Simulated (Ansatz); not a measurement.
All-electron card of HfB

```
Hf B
1.0
     0.00000    2.31000    2.31000
     2.31000    0.00000    2.31000
     2.31000    2.31000    0.00000
Hf B
1 1
Cartesian
  2.3100 2.3100 2.3100
  0.0000 0.0000 0.0000
```

Atoms are numbered in the order listed.

The geometry is COD entry 1511179, unchecked; take it as a test cell.

Spin polarisation is left out, and whether a magnetic state lies lower isn't shown here.

Spin–orbit coupling is left out, though it moves levels of the heavy atoms by tenths of an eV or more.

Methods: DFT, PBE, all-electron LAPW, scalar-relativistic (Ansatz 0.2.0); DFT, PBE, PAW with Ansatz's default frozen-core files, scalar-relativistic (Ansatz 0.2.0).

For LAPW: a Γ-centred 15×15×15 k mesh, Fermi–Dirac smearing of 0.05 eV, basis error target 0.25 meV/atom, no spin polarisation. PAW takes a cutoff of 420 eV at this cell. The Ansatz runs share mesh, smearing and spin set-up. Values come from LAPW unless marked.

| Property | Result |
| --- | --- |
| Pressure at this cell | 29.9 GPa |
| Band gap | none: with an odd electron count and no spin polarisation the bands can't all be full, a metal in this set-up (spin order or a larger cell could open a gap) |
| Density of states at the Fermi level (0.2 eV bin) | 0.97 states/eV per cell |
| Löwdin charges (with 0.02 e of the cell spilling out of the atomic basis, so their sizes and signs hang on that basis) | Hf1 0.56, B2 -0.54 e |
| Bader charges (from the PAW run) | Hf1 +1.52, B2 -1.52 e |
| Volume per atom | 12.33 Å³ |
